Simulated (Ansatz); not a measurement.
Cd:
Space group R-3m, hexagonal axes (No. 166); a = 3.2055 Å, b = 3.2055 Å, c = 7.1068 Å, α = 90.00°, β = 90.00°, γ = 120.00°

```tsv
atom	site	symmetry	x	y	z
Cd	3a	-3m	0.0000	0.0000	0.0000
```
(The calculation used a cell of 1 atom; values per cell refer to that cell.)

Relaxed at zero pressure with PBEsol in the plane-wave PAW code Ansatz.

### Question
The volume is lowered by 6 % and shape and atoms relax at that volume. What pressure results, and how do the axes share the change?

### Answer
4.1 GPa; a -2.6 %, b -2.6 %, c -0.9 %; the energy rises by 15 meV/atom.

### Question
Give the new structure.

### Answer

Space group R-3m, hexagonal axes (No. 166); a = b = 3.1216 Å, c = 7.0445 Å, α = β = 90.00°, γ = 120.00°

```tsv
atom	site	symmetry	x	y	z
Cd	3a	-3m	0.0000	0.0000	0.0000
```

The phase is kept; no other phase was compared at this pressure.

The workflow started from a Materials Project entry (that database holds measured and hypothetical structures alike); the Crystallography Open Database copy checked does not list it. It is not the phase usual at ambient conditions (space group No. 194). The cell was relaxed with PBEsol under the symmetry of its start; whether a distortion lowers the energy is not shown. Axis ratios of metals converge slowly with the k-mesh, so a and c are less sure than the volume.

Potentials: the later of the program's two PAW sets.
